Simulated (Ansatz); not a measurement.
## Re, one cell by several methods

```
Re
1.0
     1.38392    0.79901    6.49765
    -1.38392    0.79901    6.49765
     0.00000   -1.59802    6.49765
Re
3
Direct
  0.00000 0.00000 0.00000
  0.22217 0.22217 0.22217
  0.77783 0.77783 0.77783
```

Atom numbers follow the list: Re1, Re2, Re3.

The cell is the one relaxed in the Materials Project (mp-975065), not relaxed further here; entries there can be hypothetical. The listed cell was then made from it by scaling, straining or moving an atom.

Spin polarisation is left out, and whether a magnetic state lies lower isn't shown here.

Spin–orbit coupling is left out, though it moves levels of the heavy atoms by tenths of an eV or more.

All numbers are computed: DFT, PBEsol, PAW with Ansatz's default frozen-core files, scalar-relativistic (Ansatz 0.2.0); DFT, PBEsol, all-electron PAW with datasets made for the crystal, scalar-relativistic (Ansatz 0.2.0); DFT, PBEsol, all-electron LAPW, scalar-relativistic (Ansatz 0.2.0).

For PAW: a Γ-centred 15×15×15 k mesh, Fermi–Dirac smearing of 0.05 eV, cutoff 420 eV, no spin polarisation; the PAW files were made with PBE, and the program remakes their frozen cores for this functional. The crystal-made all-electron datasets (AE datasets) take a cutoff of 280 eV at this cell. LAPW targets a basis error of 0.5 meV/atom. The Ansatz runs share mesh, smearing and spin set-up. Plane-wave (PAW) pressures include the program's estimate of the Pulay term.

Stress and pressure are positive in compression.

Spin–orbit coupling is left out, which moves gradients at and beside heavy atoms by some per cent and at worst by a factor of two.

In a metal, gradients converge slowly with the k mesh: the values move by tens of per cent from one mesh to another, at times in sign, so only the comparison on one mesh counts.

| quantity | PAW | AE datasets | LAPW |
| --- | --- | --- | --- |
| pressure (GPa) | 5.69 | 5.76 | 5.76 |
| stress xx (GPa) | 0.97 | 1.04 | 1.04 |
| stress zz (GPa) | 15.13 | 15.20 | 15.20 |
| force on Re2, z (eV/Å) | 0.037 | 0.037 | 0.038 |
| largest principal field gradient Vzz at Re1 (10²¹ V/m²) | -13.73 | -13.59 | – |
| largest principal field gradient Vzz at Re2 (10²¹ V/m²) | -6.30 | -6.20 | – |

PAW's pressure differs from the LAPW value by -0.07 GPa.
